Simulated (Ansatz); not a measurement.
Here is the system:

BN (zinc blende)

```yaml
crystal:
  lattice:
    - [0.00000, 1.81236, 1.81236]
    - [1.81236, 0.00000, 1.81236]
    - [1.81236, 1.81236, 0.00000]
  atoms:
    - { symbol: N, position: [0.75000, 0.75000, 0.75000] }
    - { symbol: B, position: [0.00000, 0.00000, 0.00000] }
```

The atoms are displaced by Q × the pattern below (from a DFPT mode at Γ, largest move 1; Q in Å), at fixed cell. It is one choice among 3 degenerate patterns.

```tsv
atom	x	y	z
N1	0.000	0.000	-0.772
B2	0.000	0.000	1.000
```

Level of theory: PBE (plane waves to 420 eV, PAW, scalar-relativistic; Ansatz, a quantum-chemistry and plane-wave program). k mesh 16×16×16 (Γ-centred), Fermi-Dirac smearing 0.05 eV. The energy includes the smearing's −TS. BN was relaxed with its symmetry unable to fall. ΔE is measured from the undisplaced structure.

The scan covers Q from -0.180 to 0.180 Å in 13 points.

Task: Is this a single well or a double well?

Result: A single well with its minimum at or next to zero displacement.

Task: Is the energy the same for equal positive and negative displacements?

Result: Even: the same for both signs.

Task: Which space group does the distorted structure have?

Result: Imm2 (No. 44), lowered from F-43m.

Task: What is the energy change at Q = 0.180 Å?

Result: 1074 meV/cell.

Task: What harmonic wavenumber does the curvature at Q = 0 give?

Result: 1026 cm⁻¹.

(A displaced cell: forces are minus the slopes of the energy, force constants its curvatures, and phonons follow from these.)
